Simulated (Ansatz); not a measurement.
Consider the following.

Cu (fcc, Cu type)

```
CELL_PARAMETERS angstrom
      3.56378     0.00000     0.00000
      0.00000     3.56378     0.00000
      0.00000     0.00000     3.56378
ATOMIC_POSITIONS crystal
  Cu 0.00000 0.00000 0.00000
  Cu 0.50000 0.50000 0.00000
  Cu 0.50000 0.00000 0.50000
  Cu 0.00000 0.50000 0.50000
```

In each cell atom 4 (Cu, nearest neighbour Cu at 2.520 Å; its periodic images, 3.6 Å or more away, move with it) moves by s·(1.000, 0.000, 0.000) (along Cartesian x), the rest being held.

The numbers are results of PBEsol (plane waves to 420 eV, PAW, scalar-relativistic; Ansatz, an electronic-structure program), not measurements. k mesh 11×11×11 (Γ-centred), Fermi-Dirac smearing 0.05 eV. The energy includes the smearing's −TS. With partly filled bands, energies and forces of such displacements shift with the k mesh and the smearing. Cu is run without spin polarisation. Cu was relaxed with its symmetry unable to fall. The zero of ΔE is the undisplaced structure.

The scan covers s from -0.250 to 0.250 Å in 11 points.

Q: Is the energy the same for equal positive and negative displacements?

A: Even: the same for both signs. With its periodic images moving along, the atom's site symmetry in this cell is m-3m.

Q: What is the force constant k = d²E/ds² of this move at s = 0?

A: 7.73 eV/Å².

(A displaced cell: forces are minus the slopes of the energy, force constants its curvatures, and phonons follow from these.)
